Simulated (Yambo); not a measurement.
```xyz
6
Lattice="3.7730 0.0000 0.0000 0.0000 3.7730 0.0000 0.0000 0.0000 6.8267" Properties=species:S:1:pos:R:3 pbc="T T T"
F      0.0000     0.0000     0.0000
F      1.8865     1.8865     0.0000
S      0.0000     1.8865     4.4071
S      1.8865     0.0000     2.4196
Y      0.0000     1.8865     1.5512
Y      1.8865     0.0000     5.2754
```

YSF (space group P4/nmm, No. 129): mean Im ε in 1 eV windows above the direct gap of 2.87 eV, for different electron-hole kernels (Yambo, broadening 0.15 eV, PBEsol (Quantum ESPRESSO, PseudoDojo norm-conserving, 84 Ry, scalar-relativistic) bands; 6×6×4 mesh, 6 valence and 9 conduction bands, static screening with 60 bands and a 3 Ry block, scissor 1.65 eV, Tamm-Dancoff; field along x).

| window (eV) | independent quasiparticles | RPA (no attraction) | BSE |
|---|---|---|---|
| 2.9 to 3.9 | 0.7 | 0.7 | 1.2 |
| 3.9 to 4.9 | 1.9 | 1.6 | 3.2 |
| 4.9 to 5.9 | 4.0 | 2.9 | 9.2 |
| 5.9 to 6.9 | 8.0 | 6.0 | 11 |

This run doesn't resolve bound excitons or single peaks, so only averages are given, and they too depend on the mesh; weight that the attraction moves below the gap isn't listed. All transitions below 7.38 eV are in the band window. The scissor comes from a G0W0 run whose convergence isn't established.

Geometry of the Materials Project entry, not relaxed at this level.

The structure is a Materials Project entry; no match was found in the copy of COD used, and its stability was not checked.
